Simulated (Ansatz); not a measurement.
**Sb-123 nuclear quadrupole resonance in Zn3Sb4O6F6**

Cell: a diffraction structure from the COD, ions relaxed with PBE at fixed cell.

```cif
data_Zn3Sb4O6F6
_symmetry_space_group_name_H-M 'I-43m'
_symmetry_Int_Tables_number 217
_cell_length_a 8.1291
_cell_length_b 8.1291
_cell_length_c 8.1291
_cell_angle_alpha 90.000
_cell_angle_beta 90.000
_cell_angle_gamma 90.000
loop_
_atom_site_label
_atom_site_type_symbol
_atom_site_symmetry_multiplicity
_atom_site_Wyckoff_symbol
_atom_site_fract_x
_atom_site_fract_y
_atom_site_fract_z
Zn Zn 6 b 0.5000 0.0000 0.0000
Sb Sb 8 c 0.8368 0.1632 0.1632
O O 12 e 0.7488 0.0000 0.0000
F F 12 d 0.5000 0.0000 0.2500
```

One atom of each set is listed; the run and its k-mesh use a cell of 19 atoms with edges of 7.04, 7.04, 7.04 Å.

All values are calculated (Ansatz; DFT, r2SCAN, plane waves and PAW, scalar-relativistic, 500 eV cutoff, Γ-centred 4×4×4 k-points, Fermi–Dirac smearing 0.02 eV), not measured.

Sb-123: I = 7/2, Q = -692.0 mb (year-2017 value). Static lattice, zero field.

Question: The simulated lines lie at 45.7, 91.4, 137.1 MHz. What are |C_Q|, η and |V_zz| at Sb?

Answer: For I = 7/2 and η = 0 the lines are |C_Q|/14 times 1, 2 and 3; η shifts the lowest up most. Here |C_Q| = 640 MHz, η = 0.00 and |V_zz| = 38.2 × 10²¹ V/m². The calculation gives V_zz negative; the lines don't show the sign. The site has 3 O at 2.01 Å.

An axis of threefold or higher order runs through Sb, so V_zz lies along it and η is zero.

The largest force is 0.6 eV/Å, so the atoms aren't at the calculated equilibrium and relaxing them would move these values. Without spin–orbit coupling (the program notes it for Sb) the gradients are little affected as a rule: paired runs on crystals with a gap mostly move them by under 2 % at such atoms. With these PAW files V_zz is typically within 2 to 3 % of all-electron values, but misses above 10 % occur on Sb.

The run took 31 s of wall time (31 s of CPU time) and 1.2 GiB at its peak, on 1 thread of AMD EPYC 9R14 (Zen 4) (x86_64; 4 cores open to the job, memory cap 3.0 GiB, no GPU), a shared host with a load of 0.2 a core.
